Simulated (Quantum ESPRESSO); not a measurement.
# Zn3Se2ClF: finding a planted mistake in a log

A calculation, not a measurement. The program is pw.x of Quantum ESPRESSO 7.5 (plane-wave density functional theory). The cell is made up: 7 atoms on a zincblende/diamond lattice with one site empty, with randomly drawn elements, strain and displacements, not relaxed. PseudoDojo standard norm-conserving files (v0.5 for PBE, v0.4.1 for LDA and PBEsol) set the functional; there is no spin polarisation, spin-orbit coupling or dispersion term, and the masses in the input are unused placeholders.

Intended input:

```
&control calculation='scf', pseudo_dir='./dojo.nc.sr.pbe.v0_5.standard.upf', outdir='./o', disk_io='medium', tprnfor=.true., tstress=.true. /
&system ibrav=0, nat=7, ntyp=4, nbnd=59, ecutwfc=85.99341389, nosym=.true., tot_charge=0,
 occupations='smearing', smearing='fd', degauss=0.0018374661
/
&electrons conv_thr=7.350e-09, electron_maxstep=60, /
ATOMIC_SPECIES
Cl 1.0 Cl.upf
F 1.0 F.upf
Se 1.0 Se.upf
Zn 1.0 Zn.upf
CELL_PARAMETERS angstrom
5.1788 0.0 0.0
0.0 5.1788 0.0
0.0 0.0 5.1788
ATOMIC_POSITIONS angstrom
Zn -0.0772 2.5579 2.5457
Zn 2.6022 0.002 2.6162
Zn 2.5813 2.6604 0.028
Se 1.2327 1.3405 1.2579
Cl 1.3155 3.8675 3.9366
Se 3.8928 1.2771 3.8535
F 3.8355 3.868 1.3225
K_POINTS automatic
4 4 4 1 1 1
```

The log is shortened where brackets say so; the opening notice, blank lines, dates and the lines on written files are dropped, and the path of the files is cut. It prints rydbergs, bohrs and kilobars, and counts compression as positive stress. Where no state is partly filled, the Fermi energy that it prints is only some level between the filled and the empty states on the mesh, and need not lie in the true gap.

Log of the intended run:

```
     Program PWSCF v.7.5
     Parallel version (MPI & OpenMP), running on       1 processor cores
     Number of MPI processes:                 1
     Threads/MPI process:                     1
     [start-up lines left out]
     bravais-lattice index     =            0
     lattice parameter (alat)  =       9.7865  a.u.
     unit-cell volume          =     937.3117 (a.u.)^3
     number of atoms/cell      =            7
     number of atomic types    =            4
     number of electrons       =       106.00
     number of Kohn-Sham states=           59
     kinetic-energy cutoff     =      85.9934  Ry
     charge density cutoff     =     343.9737  Ry
     scf convergence threshold =      7.3E-09
     mixing beta               =       0.7000
     number of iterations used =            8  plain     mixing
     Exchange-correlation= PBE
                           (   1   4   3   4   0   0   0)
     [axes and pseudopotential details left out]
   Cartesian axes
     site n.     atom                  positions (alat units)
         1        Zn     tau(   1) = (  -0.0149069   0.4939175   0.4915618  )
         2        Zn     tau(   2) = (   0.5024716   0.0003862   0.5051749  )
         3        Zn     tau(   3) = (   0.4984359   0.5137097   0.0054067  )
         4        Se     tau(   4) = (   0.2380281   0.2588437   0.2428941  )
         5        Cl     tau(   5) = (   0.2540164   0.7467946   0.7601375  )
         6        Se     tau(   6) = (   0.7516799   0.2466015   0.7440913  )
         7        F      tau(   7) = (   0.7406156   0.7468912   0.2553680  )
     number of k points=    32  Fermi-Dirac smearing, width (Ry)=  0.0018
                       cart. coord. in units 2pi/alat
        k(    1) = (   0.1250000   0.1250000   0.1250000), wk =   0.0625000
        k(    2) = (   0.1250000   0.1250000   0.3750000), wk =   0.0625000
     [further k points left out]
     Dense  grid:   100929 G-vectors     FFT dimensions: (  60,  60,  60)
     Estimated max dynamical RAM per process >     152.86 MB
     Initial potential from superposition of free atoms
     starting charge     105.9994, renormalised to     106.0000
     Starting wfcs are   56 randomized atomic wfcs +    3 random wfcs
     total cpu time spent up to now is        8.7 secs
     per-process dynamical memory:    78.0 Mb
     Self-consistent Calculation
     iteration #  1     ecut=    85.99 Ry     beta= 0.70
     Davidson diagonalization with overlap
     ethr =  1.00E-02,  avg # of iterations =  4.7
     Threshold (ethr) on eigenvalues was too large:
     Diagonalizing with lowered threshold
     Davidson diagonalization with overlap
     ethr =  4.72E-04,  avg # of iterations =  2.0
     total cpu time spent up to now is       66.7 secs
     total energy              =   -1821.32770226 Ry
     estimated scf accuracy    <       0.48980916 Ry
     iteration #  2     ecut=    85.99 Ry     beta= 0.70
     Davidson diagonalization with overlap
     ethr =  4.62E-04,  avg # of iterations =  4.3
     total cpu time spent up to now is       96.5 secs
     total energy              =   -1821.42114360 Ry
     estimated scf accuracy    <       0.46782889 Ry
     [iterations 3 to 8 left out]
     iteration #  9     ecut=    85.99 Ry     beta= 0.70
     Davidson diagonalization with overlap
     ethr =  1.44E-10,  avg # of iterations =  2.5
     total cpu time spent up to now is      305.8 secs
     total energy              =   -1821.53481425 Ry
     estimated scf accuracy    <       0.00000001 Ry
     iteration # 10     ecut=    85.99 Ry     beta= 0.70
     Davidson diagonalization with overlap
     ethr =  1.16E-11,  avg # of iterations =  3.2
     total cpu time spent up to now is      338.4 secs
     End of self-consistent calculation
     [lines on levels left out]
     the Fermi energy is     9.0440 ev
!    total energy              =   -1821.53481425 Ry
     estimated scf accuracy    <          1.2E-09 Ry
     smearing contrib. (-TS)   =      -0.00000000 Ry
     internal energy E=F+TS    =   -1821.53481425 Ry
     The total energy is F=E-TS. E is the sum of the following terms:
     one-electron contribution =   -1440.32962774 Ry
     hartree contribution      =     741.69957484 Ry
     xc contribution           =    -252.09341517 Ry
     ewald contribution        =    -870.81134619 Ry
     convergence has been achieved in  10 iterations
     Forces acting on atoms (cartesian axes, Ry/au):
     atom    1 type  4   force =    -0.01511646    0.05571209   -0.02198636
     atom    2 type  4   force =    -0.01344826   -0.01840199   -0.05744156
     atom    3 type  4   force =     0.05533008   -0.00991331    0.02822304
     atom    4 type  3   force =    -0.00612253   -0.05938795   -0.04758101
     atom    5 type  1   force =    -0.04265414    0.04738905   -0.01225663
     atom    6 type  3   force =     0.03805036   -0.01087547    0.09652562
     atom    7 type  2   force =    -0.01603904   -0.00452241    0.01451690
     Total force =     0.181677     Total SCF correction =     0.000094
     Computing stress (Cartesian axis) and pressure
          total   stress  (Ry/bohr**3)                   (kbar)     P=      122.61
   0.00092484   0.00015810  -0.00012729          136.05       23.26      -18.73
   0.00015810   0.00065404  -0.00012228           23.26       96.21      -17.99
  -0.00012729  -0.00012228   0.00092153          -18.73      -17.99      135.56
     init_run     :      8.00s CPU      8.62s WALL (       1 calls)
     electrons    :    322.81s CPU    329.69s WALL (       1 calls)
     forces       :      4.89s CPU      4.97s WALL (       1 calls)
     stress       :     16.91s CPU     17.00s WALL (       1 calls)
     [timing details left out]
     PWSCF        :   5m52.80s CPU   6m 0.72s WALL
     JOB DONE.
```

A second run was made from an input with one planted mistake. Its log:

```
     Program PWSCF v.7.5
     Parallel version (MPI & OpenMP), running on       1 processor cores
     Number of MPI processes:                 1
     Threads/MPI process:                     1
     [start-up lines left out]
     bravais-lattice index     =            0
     lattice parameter (alat)  =       9.7865  a.u.
     unit-cell volume          =     937.3117 (a.u.)^3
     number of atoms/cell      =            7
     number of atomic types    =            4
     number of electrons       =       107.00
     number of Kohn-Sham states=           60
     kinetic-energy cutoff     =      85.9934  Ry
     charge density cutoff     =     343.9737  Ry
     scf convergence threshold =      7.3E-09
     mixing beta               =       0.7000
     number of iterations used =            8  plain     mixing
     Exchange-correlation= PBE
                           (   1   4   3   4   0   0   0)
     [axes and pseudopotential details left out]
   Cartesian axes
     site n.     atom                  positions (alat units)
         1        Zn     tau(   1) = (  -0.0149069   0.4939175   0.4915618  )
         2        Zn     tau(   2) = (   0.5024716   0.0003862   0.5051749  )
         3        Zn     tau(   3) = (   0.4984359   0.5137097   0.0054067  )
         4        Se     tau(   4) = (   0.2380281   0.2588437   0.2428941  )
         5        Cl     tau(   5) = (   0.2540164   0.7467946   0.7601375  )
         6        Se     tau(   6) = (   0.7516799   0.2466015   0.7440913  )
         7        F      tau(   7) = (   0.7406156   0.7468912   0.2553680  )
     number of k points=    32  Fermi-Dirac smearing, width (Ry)=  0.0018
                       cart. coord. in units 2pi/alat
        k(    1) = (   0.1250000   0.1250000   0.1250000), wk =   0.0625000
        k(    2) = (   0.1250000   0.1250000   0.3750000), wk =   0.0625000
     [further k points left out]
     Dense  grid:   100929 G-vectors     FFT dimensions: (  60,  60,  60)
     Estimated max dynamical RAM per process >     153.85 MB
     Initial potential from superposition of free atoms
     starting charge     105.9994, renormalised to     107.0000
     Starting wfcs are   56 randomized atomic wfcs +    4 random wfcs
     total cpu time spent up to now is       16.6 secs
     per-process dynamical memory:    78.2 Mb
     Self-consistent Calculation
     iteration #  1     ecut=    85.99 Ry     beta= 0.70
     Davidson diagonalization with overlap
     ethr =  1.00E-02,  avg # of iterations =  4.7
     Threshold (ethr) on eigenvalues was too large:
     Diagonalizing with lowered threshold
     Davidson diagonalization with overlap
     ethr =  9.68E-04,  avg # of iterations =  1.2
     total cpu time spent up to now is      100.9 secs
     total energy              =   -1820.24074475 Ry
     estimated scf accuracy    <       1.05634237 Ry
     iteration #  2     ecut=    85.99 Ry     beta= 0.70
     Davidson diagonalization with overlap
     ethr =  9.87E-04,  avg # of iterations =  3.0
     total cpu time spent up to now is      144.2 secs
     total energy              =   -1820.56565551 Ry
     estimated scf accuracy    <       1.05825753 Ry
     [iterations 3 to 9 left out]
     iteration # 10     ecut=    85.99 Ry     beta= 0.70
     Davidson diagonalization with overlap
     ethr =  6.29E-11,  avg # of iterations =  2.8
     total cpu time spent up to now is      420.0 secs
     total energy              =   -1820.78307886 Ry
     estimated scf accuracy    <       0.00000002 Ry
     iteration # 11     ecut=    85.99 Ry     beta= 0.70
     Davidson diagonalization with overlap
     ethr =  1.82E-11,  avg # of iterations =  2.0
     total cpu time spent up to now is      446.5 secs
     End of self-consistent calculation
     [lines on levels left out]
     the Fermi energy is    10.7296 ev
!    total energy              =   -1820.78307886 Ry
     estimated scf accuracy    <          9.5E-10 Ry
     smearing contrib. (-TS)   =      -0.00030573 Ry
     internal energy E=F+TS    =   -1820.78277313 Ry
     The total energy is F=E-TS. E is the sum of the following terms:
     one-electron contribution =   -1439.15393014 Ry
     hartree contribution      =     741.99290692 Ry
     xc contribution           =    -252.81040373 Ry
     ewald contribution        =    -870.81134619 Ry
     convergence has been achieved in  11 iterations
     Forces acting on atoms (cartesian axes, Ry/au):
     atom    1 type  4   force =    -0.02193205    0.08152667   -0.02792270
     atom    2 type  4   force =    -0.00219366   -0.03710758   -0.06738243
     atom    3 type  4   force =     0.06604716    0.01244155    0.03381935
     atom    4 type  3   force =    -0.01009898   -0.06988743   -0.03694838
     atom    5 type  1   force =    -0.05563128    0.03734430   -0.00222957
     atom    6 type  3   force =     0.02811606   -0.02067815    0.09995592
     atom    7 type  2   force =    -0.00430723   -0.00363936    0.00070781
     Total force =     0.203906     Total SCF correction =     0.000171
     Computing stress (Cartesian axis) and pressure
          total   stress  (Ry/bohr**3)                   (kbar)     P=      302.23
   0.00212182   0.00015395  -0.00008609          312.13       22.65      -12.66
   0.00015395   0.00192151  -0.00011398           22.65      282.66      -16.77
  -0.00008609  -0.00011398   0.00212031          -12.66      -16.77      311.91
     init_run     :     14.35s CPU     16.41s WALL (       1 calls)
     electrons    :    417.62s CPU    429.94s WALL (       1 calls)
     forces       :      6.26s CPU      6.33s WALL (       1 calls)
     stress       :     22.33s CPU     22.40s WALL (       1 calls)
     [timing details left out]
     PWSCF        :   7m40.87s CPU   7m55.60s WALL
     JOB DONE.
```

Question: what was wrong in the second input?

Answer: the cell has the wrong charge. The input lines that differ, file-writing options aside:

```
- &system ibrav=0, nat=7, ntyp=4, nbnd=59, ecutwfc=85.99341389, nosym=.true., tot_charge=0,
+ &system ibrav=0, nat=7, ntyp=4, nbnd=60, ecutwfc=85.99341389, nosym=.true., tot_charge=-1,
```

|  | intended run | run with the mistake |
| --- | --- | --- |
| free energy (eV) | -24783.244 | -24773.016 |
| smearing term -TS (eV) | 0.0000 | -0.0042 |
| pressure (GPa) | 12.26 | 30.22 |
| largest force component (eV/Å) | 2.482 | 2.570 |
| largest change of a force component (eV/Å) |  | 0.664 |
| iterations | 10 | 11 |

For scale, a rerun of the intended cell at 1467 eV and a 6 x 6 x 6 mesh moved values by no more than 0.003 eV in energy, 0.02 GPa in stress and 0.002 eV/Å in force. The charged cell sits in a uniform background, so its energy and stress rest on the program's zero of potential. The number of bands, nbnd, was set by rule from the electron count and the smearing, so it follows the mistake.